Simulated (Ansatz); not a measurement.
Zincblende BBi was relaxed with 5 functionals in the plane-wave code Ansatz, cell and atoms free, the symmetry of the start kept (meshes: PBE 8×8×8, r2SCAN 8×8×8, PBEsol 8×8×8, LDA 8×8×8, HSE06 6×6×6). The structure was generated, not taken from experiment, and needn't be the ground state; spin polarisation is off.

The r2SCAN result:
```cif
data_structure
_symmetry_space_group_name_H-M 'F-43m'
_symmetry_Int_Tables_number 216
_cell_length_a 5.4897
_cell_length_b 5.4897
_cell_length_c 5.4897
_cell_angle_alpha 90.000
_cell_angle_beta 90.000
_cell_angle_gamma 90.000
_cell_volume 165.45
loop_
_atom_site_label
_atom_site_type_symbol
_atom_site_symmetry_multiplicity
_atom_site_Wyckoff_symbol
_atom_site_fract_x
_atom_site_fract_y
_atom_site_fract_z
_atom_site_occupancy
B1 B 4 a 0.00000 0.00000 0.00000 1
Bi1 Bi 4 d 0.25000 0.25000 0.75000 1
```

Space group F-43m (No. 216), cubic; a = 5.490 Å in the conventional setting, 20.68 Å³ an atom. Around B lie 4 Bi at 2.38 Å; around Bi lie 4 B at 2.38 Å.

Question: How does the cell change with HSE06?

Answer: a = 5.451 Å; the volume differs by -2.1 % from r2SCAN's. B is surrounded by 4 Bi at 2.36 Å; Bi is surrounded by 4 B at 2.36 Å.

Question: How does the cell change with PBE?

Answer: a = 5.520 Å; the volume differs by +1.7 % from r2SCAN's. B is surrounded by 4 Bi at 2.39 Å; Bi is surrounded by 4 B at 2.39 Å.

Question: Held at the r2SCAN cell, what mean stress do LDA and PBE find, and does its sign point to their own minimum?

Answer: Yes. LDA -3.48 GPa, and its relaxed volume is -4.3 % from r2SCAN's; PBE +1.29 GPa, and its relaxed volume is +1.7 % from r2SCAN's. Compression counts positive, so a positive stress asks for a larger cell.
